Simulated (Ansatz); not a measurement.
Relaxed-ion elastic tensor of KI (rock salt, Fm-3m) in GPa (Voigt order), DFT-PBEsol in the program Ansatz with PAW potentials; density 3.21 g/cm³, 42.99 Å³ per atom.

```
29.7   3.5   3.5   0.0   0.0   0.0
 3.5  29.7   3.5   0.0   0.0   0.0
 3.5   3.5  29.7   0.0   0.0   0.0
 0.0   0.0   0.0   3.5   0.0   0.0
 0.0   0.0   0.0   0.0   3.5   0.0
 0.0   0.0   0.0   0.0   0.0   3.5
```

Problem. Is the crystal mechanically stable?

Solution. Yes: the smallest eigenvalue of C is 3.5 GPa.

Problem. Work out the Voigt, Reuss and Hill averages.

Solution. K_V = 12.2, K_R = 12.2, K_H = 12.2; G_V = 7.3, G_R = 4.9, G_H = 6.1 GPa.

Problem. Give Young's modulus, Poisson's ratio, Pugh's ratio and the universal anisotropy index.

Solution. E = 9KG/(3K + G) = 15.8 GPa; ν = 0.28; K/G = 1.99 (ductile by the Pugh limit of 1.75); A_U = 5G_V/G_R + K_V/K_R − 6 = 2.42.

Problem. Estimate the sound speeds and the Debye temperature.

Solution. v_l = √((K + 4G/3)/ρ) = 2520 m/s, v_t = √(G/ρ) = 1380 m/s, mean 1540 m/s; Θ = (h/k)(3n/4πV)^(1/3) v_m = 131 K.

Problem. Give the Zener ratio and Young's modulus along [100], [110] and [111].

Solution. A = 2C44/(C11 − C12) = 0.27; 1/E = S11 − 2(S11 − S12 − S44/2)Γ with Γ = 0, 1/4, 1/3 gives 28.9, 11.5, 9.6 GPa.

The cell was relaxed with PBEsol under the symmetry of its start. Spin–orbit coupling is left out wherever it is not named.

Potentials: the later of the program's two PAW sets.
